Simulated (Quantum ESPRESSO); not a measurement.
## Al2ZnF7Cl (convergence and cost over cutoff and k mesh)

Computed values, not a measurement. The program is pw.x of Quantum ESPRESSO 7.5 (plane-wave density functional theory). The cell is made up: 11 atoms on a rutile lattice with one site empty, with randomly drawn elements, strain and displacements, not relaxed. PseudoDojo standard norm-conserving files (v0.5 for PBE, v0.4.1 for LDA and PBEsol) set the functional; there is no spin polarisation, spin-orbit coupling or dispersion term, and the masses in the input are unused placeholders.

Input of the run in row 4:

```
&control calculation='scf', pseudo_dir='./dojo.nc.sr.pbe.v0_5.standard.upf', outdir='./o', disk_io='low', tprnfor=.true., tstress=.true. /
&system ibrav=0, nat=11, ntyp=4, nbnd=47, ecutwfc=84.00895049, nosym=.true., tot_charge=0,
 occupations='smearing', smearing='fd', degauss=0.0018374661
/
&electrons conv_thr=7.350e-09, electron_maxstep=60, /
ATOMIC_SPECIES
Al 1.0 Al.upf
Cl 1.0 Cl.upf
F 1.0 F.upf
Zn 1.0 Zn.upf
CELL_PARAMETERS angstrom
4.8825 0.0 0.0
0.0 4.8825 0.0
0.0 0.0 6.4912
ATOMIC_POSITIONS angstrom
Al 0.023 0.0716 -0.006
Al -0.0837 0.0461 3.3473
Zn 2.4569 2.491 4.8664
F 1.4866 1.5065 -0.0684
F 3.4233 3.3768 -0.0608
F 3.9355 0.931 1.6194
F 0.9547 4.0215 1.671
Cl 1.456 1.5358 3.3402
F 3.4868 3.3129 3.3969
F 3.912 0.9003 4.9141
F 1.0175 3.9189 4.8351
K_POINTS automatic
5 5 4 1 1 1
```

The same cell was run at these settings. Meshes are shifted by half a step, and differences are from the last row, which is itself not exact.

```
cutoff (eV)     k mesh  k points solved  threshold (eV)  free energy less the last row's (eV)  pressure (GPa)  largest stress difference (GPa)  largest force difference (eV/Å)  iterations  wall time (s)  k-point pools                  processor
        800  2 x 2 x 2                4           1e-04                                 2.974          -35.48                            26.01                            0.070           7             14              4  Intel Xeon, 2023 or later
       1143  1 x 1 x 1                1           1e-07                                -0.022           -9.26                             1.75                            0.111          11             24              4  Intel Xeon, 2023 or later
        799  5 x 5 x 4               50           1e-07                                 3.006          -35.63                            26.02                            0.070          11             84              4  Intel Xeon, 2023 or later
       1143  5 x 5 x 4               50           1e-07                                 0.003           -9.71                             0.01                            0.001          11            138              4  Intel Xeon, 2023 or later
       1437  7 x 7 x 6              147           1e-07                                 0.000           -9.70                             0.00                            0.000          11            648              4  Intel Xeon, 2023 or later
```

Each pool is one process. Wall times include start-up and a band step at six k points, which weighs most on the coarsest meshes. The runs were on shared virtual cores whose load varied, so times are rough.